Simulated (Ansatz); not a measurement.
**A plane-wave run on TaV₂**

The input, for Ansatz 0.2.0 (plane waves, PAW):

```yaml
crystal:
  lattice:
    - [0.0, 3.58110157, 3.58110157]
    - [3.58110157, 0.0, 3.58110157]
    - [3.58110157, 3.58110157, 0.0]
  atoms:
    - { symbol: Ta, position: [0.0, 0.0, 0.0] }
    - { symbol: Ta, position: [0.25, 0.25, 0.25] }
    - { symbol: V, position: [0.625, 0.625, 0.625] }
    - { symbol: V, position: [0.125, 0.625, 0.625] }
    - { symbol: V, position: [0.625, 0.625, 0.125] }
    - { symbol: V, position: [0.625, 0.125, 0.625] }
  symmetry: { tolerance: 0.0003 }
kpoints:
  mp_grid: { grid: [8, 8, 8], shift: [0, 0, 0] }
  band_path:
    path:
      - [0.0, 0.0, 0.0]
      - [0.5, 0.0, 0.5]
      - [0.625, 0.25, 0.625]
      - [0.375, 0.375, 0.75]
      - [0.0, 0.0, 0.0]
      - [0.5, 0.5, 0.5]
      - [0.5, 0.25, 0.75]
      - [0.5, 0.0, 0.5]
    npoints: 8
magnetization:
  spin_polarized: false
scf:
  occupations: { method: fermi_dirac }
  lower_state_search: "off"
  max_iter: 200
hamiltonian:
  pseudopotentials: { kind: paw }
  xc: r2scan
basis:
  ecutwfc: 500
  fft_grid_basis: typed
output:
  forces: true
  stress: true
  eigenvalues: true
  bader: true
  populations: true
  elf: true
  write_potential: true
  volumetric_format: npy
  dos:
    e_range: [-12, 8]
    de: 0.05
    projected: { site_lists: { Ta: [Ta], V: [V] } }
checkpoint:
  read: saved_state
```

The run starts from an earlier solution of this cell. 

Output (shortened):

```
SCF iter   1: F=-31557.7333 eV  Δρ=1.18e-3  dr2=4.80e-4  dr2_τ=2.11e-3
SCF iter   2: F=-31557.7335 eV  Δρ=6.28e-4  dr2=1.35e-4  dr2_τ=1.23e-4
SCF iter   3: F=-31557.7335 eV  Δρ=1.82e-4  dr2=5.45e-5  dr2_τ=2.21e-6
SCF iter   4: F=-31557.7335 eV  Δρ=8.20e-5  dr2=5.19e-6  dr2_τ=4.53e-7
SCF iter   5: F=-31557.7335 eV  Δρ=3.09e-5  dr2=1.05e-6  dr2_τ=1.15e-7
SCF iter   6: F=-31557.7335 eV  Δρ=7.09e-6  dr2=3.15e-8  dr2_τ=5.72e-9
Free energy (F): -31557.7335 eV
Harris-Foulkes:  -31557.7335 eV  (|F-HF|=1.53e-8)
Internal energy: -31557.4920 eV  (E = F + TS)
E sigma→0 (E₀):  -31557.6128 eV
Entropy (-TS):   -0.2415 eV (-40.257 meV/atom)
Fermi energy:    16.6476 eV
--- Per-component energies (eV) ---
  E_band       = -900.2887
  E_kinetic    = 2074.4002
  E_local      = -5005.4346  (includes V_loc(G=0)·N_el)
  E_nonlocal   = -156.4008
  E_hartree    = 2176.5284
  E_xc         = -914.4746
  E_vxc        = -1180.0078  (∫ρ·V_xc dr)
  E_paw        = -21329.3927  (= ΣΔE_a)
  E_vpaw       = -1057.4155  (= ΣTr[D̂ρ^β])
  E_aug_tail   = 0.0009  (compensation charges beyond the density's cutoff)
  E_vtau       = 71.5128  (kinetic-family band-sum trace: ∫τ·v_τ [+ j·A + Jᵃ·Aᵃ] dr)
  E_ewald      = -8400.1430
  E_core_change = -2.5757  (= ΣΔE_core)
  E_smearing   = -0.2415  (= −TS)
--- Stress (GPa, compression-positive) ---
       -4.8239       0.0000       0.0000
        0.0000      -4.8239       0.0000
        0.0000       0.0000      -4.8239
  P = ⅓ Tr σ = -4.8239 GPa (-48.239 kbar)
--- Löwdin populations: 6 sites ---
  site symbol       q [e]
     0     Ta     12.9324
     1     Ta     12.9324
     2      V     12.8164
     3      V     12.8164
     4      V     12.8164
     5      V     12.8164
  spilling = 0.0111 (of n_electrons = 78.0000)
--- Bader charges: 6 sites ---
  site symbol  charge [e]  shift [e]
     0     Ta      0.1893     0.0000
     1     Ta      0.1893     0.0000
     2      V     -0.0947     0.0000
     3      V     -0.0947     0.0000
     4      V     -0.0946     0.0000
     5      V     -0.0946     0.0000
```

Absolute energies hang on the potentials; compare differences alone.

Origin: a database entry at a rescaled volume. Caveats: no spin polarisation, so a magnetic state may lie lower.
